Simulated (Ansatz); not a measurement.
# Band table of Cu (diamond type)

```
Cu
1.0
     0.00000    2.57435    2.57435
     2.57435    0.00000    2.57435
     2.57435    2.57435    0.00000
Cu
2
Direct
  0.87500 0.87500 0.87500
  0.12500 0.12500 0.12500
```

The cell comes from a relaxation on PAW files under the same functional, begun from a prototype that needn't be the stable phase.

All numbers are LDA results (scalar-relativistic) from Ansatz 0.2.0, with a Γ-centred 15×15×15 k mesh, Fermi–Dirac smearing of 0.08 eV, no spin polarisation. Methods: LAPW: all electrons, basis error target 1 meV/atom.

Path points, in fractions of the reciprocal vectors: Γ (0.000, 0.000, 0.000), X (0.500, 0.000, 0.500), U (0.625, 0.250, 0.625), K (0.375, 0.375, 0.750), L (0.500, 0.500, 0.500), W (0.500, 0.250, 0.750). The distance column jumps between branches of the path. Levels in eV from the Fermi level; bands 9 to 21, counted from the lowest band of the run. The gap is zero, the pressure 0.07 GPa.

```
# k(1/Å) point b9 b10 b11 b12 b13 b14 b15 b16 b17 b18 b19 b20 b21
0.000 Γ -6.93 -3.36 -3.36 -3.36 -3.34 -3.34 -2.08 -2.08 -2.08 -1.27 -1.27 10.53 10.53
0.174 - -6.81 -3.49 -3.35 -3.35 -3.31 -3.20 -2.16 -2.05 -2.05 -1.29 -1.25 9.28 9.28
0.349 - -6.46 -3.62 -3.34 -3.34 -3.23 -3.06 -2.37 -1.98 -1.98 -1.36 -1.21 7.84 7.84
0.523 - -5.90 -3.73 -3.33 -3.33 -3.10 -2.91 -2.65 -1.86 -1.86 -1.48 -1.16 6.56 6.56
0.697 - -5.14 -3.80 -3.32 -3.32 -2.95 -2.92 -2.79 -1.69 -1.69 -1.63 -1.11 5.29 5.46
0.872 - -4.26 -3.82 -3.31 -3.31 -3.24 -2.72 -2.70 -1.82 -1.50 -1.50 -0.98 3.38 4.60
1.046 - -3.78 -3.51 -3.40 -3.31 -3.31 -2.70 -2.49 -2.03 -1.35 -1.35 -0.61 1.65 4.04
1.220 X -3.67 -3.67 -3.31 -3.31 -2.88 -2.88 -2.26 -2.26 -1.28 -1.28 0.26 0.26 3.84
1.282 - -3.68 -3.67 -3.31 -3.31 -2.89 -2.87 -2.26 -2.26 -1.28 -1.28 0.26 0.27 3.72
1.344 - -3.70 -3.66 -3.32 -3.29 -2.89 -2.85 -2.28 -2.26 -1.28 -1.26 0.28 0.29 3.40
1.405 - -3.72 -3.64 -3.33 -3.28 -2.90 -2.81 -2.30 -2.27 -1.27 -1.23 0.30 0.33 2.96
1.467 - -3.75 -3.62 -3.34 -3.27 -2.92 -2.74 -2.34 -2.27 -1.26 -1.20 0.34 0.37 2.48
1.529 - -3.77 -3.59 -3.35 -3.28 -2.94 -2.67 -2.37 -2.28 -1.25 -1.17 0.40 0.41 2.01
1.590 - -3.78 -3.56 -3.37 -3.30 -2.97 -2.58 -2.42 -2.28 -1.24 -1.15 0.37 0.50 1.63
1.652 U -3.79 -3.52 -3.39 -3.33 -2.99 -2.49 -2.46 -2.29 -1.23 -1.14 0.21 0.63 1.42
2.399 K -3.79 -3.52 -3.39 -3.33 -2.99 -2.49 -2.46 -2.29 -1.23 -1.14 0.21 0.63 1.42
2.584 - -3.86 -3.47 -3.47 -3.40 -3.10 -2.59 -2.30 -2.23 -1.20 -1.20 -0.83 1.26 1.77
2.769 - -4.27 -3.54 -3.50 -3.28 -3.20 -2.71 -2.29 -2.16 -1.51 -1.38 -1.18 2.25 2.68
2.954 - -5.02 -3.60 -3.42 -3.33 -3.17 -2.82 -2.31 -2.26 -1.60 -1.53 -1.18 3.56 3.90
3.139 - -5.80 -3.60 -3.40 -3.35 -3.15 -2.94 -2.33 -2.21 -1.81 -1.42 -1.20 5.13 5.39
3.324 - -6.41 -3.56 -3.43 -3.34 -3.18 -3.07 -2.23 -2.15 -1.97 -1.33 -1.23 6.94 7.12
3.509 - -6.80 -3.47 -3.41 -3.35 -3.26 -3.21 -2.12 -2.10 -2.05 -1.28 -1.26 8.90 9.01
3.693 Γ -6.93 -3.36 -3.36 -3.36 -3.34 -3.34 -2.08 -2.08 -2.08 -1.27 -1.27 10.53 10.53
3.844 - -6.84 -3.43 -3.43 -3.36 -3.26 -3.26 -2.10 -2.08 -2.08 -1.27 -1.27 8.97 10.02
3.995 - -6.58 -3.48 -3.48 -3.35 -3.16 -3.16 -2.16 -2.08 -2.08 -1.27 -1.27 6.96 9.33
4.146 - -6.16 -3.51 -3.51 -3.33 -3.10 -3.10 -2.24 -2.06 -2.06 -1.28 -1.28 5.02 8.72
4.297 - -5.62 -3.49 -3.49 -3.30 -3.08 -3.08 -2.31 -2.01 -2.01 -1.30 -1.30 3.23 8.23
4.448 - -5.01 -3.45 -3.45 -3.27 -3.12 -3.12 -2.30 -1.93 -1.93 -1.33 -1.33 1.63 7.86
4.599 - -4.48 -3.40 -3.40 -3.29 -3.18 -3.18 -2.08 -1.84 -1.84 -1.37 -1.37 0.31 7.63
4.750 L -4.26 -3.35 -3.35 -3.31 -3.23 -3.23 -1.81 -1.80 -1.80 -1.39 -1.39 -0.34 7.55
4.874 - -4.22 -3.44 -3.39 -3.28 -3.19 -3.17 -1.97 -1.83 -1.58 -1.38 -1.37 -0.34 7.06
4.997 - -4.10 -3.55 -3.44 -3.26 -3.13 -3.06 -2.10 -1.90 -1.38 -1.34 -1.22 -0.34 6.01
5.120 - -3.93 -3.64 -3.49 -3.25 -3.07 -2.95 -2.21 -1.99 -1.32 -1.28 -0.82 -0.31 4.85
5.243 - -3.76 -3.70 -3.51 -3.24 -2.99 -2.84 -2.31 -2.10 -1.27 -1.22 -0.31 -0.24 3.72
5.367 - -3.74 -3.69 -3.43 -3.23 -2.91 -2.72 -2.41 -2.21 -1.22 -1.17 -0.07 0.26 2.72
5.490 - -3.75 -3.71 -3.31 -3.23 -2.81 -2.65 -2.48 -2.32 -1.17 -1.14 0.24 0.77 2.02
5.613 W -3.74 -3.74 -3.25 -3.25 -2.70 -2.70 -2.43 -2.43 -1.14 -1.14 0.67 0.67 2.16
5.700 - -3.73 -3.73 -3.25 -3.25 -2.71 -2.71 -2.41 -2.41 -1.15 -1.15 0.64 0.64 2.25
5.788 - -3.73 -3.73 -3.26 -3.26 -2.75 -2.75 -2.38 -2.38 -1.17 -1.17 0.55 0.55 2.47
5.875 - -3.72 -3.72 -3.27 -3.27 -2.79 -2.79 -2.34 -2.34 -1.20 -1.20 0.45 0.45 2.79
5.962 - -3.70 -3.70 -3.28 -3.28 -2.83 -2.83 -2.31 -2.31 -1.23 -1.23 0.37 0.37 3.14
6.049 - -3.69 -3.69 -3.30 -3.30 -2.86 -2.86 -2.28 -2.28 -1.25 -1.25 0.31 0.31 3.48
6.136 - -3.68 -3.68 -3.31 -3.31 -2.88 -2.88 -2.26 -2.26 -1.27 -1.27 0.27 0.27 3.74
6.223 X -3.67 -3.67 -3.31 -3.31 -2.88 -2.88 -2.26 -2.26 -1.28 -1.28 0.26 0.26 3.84
```
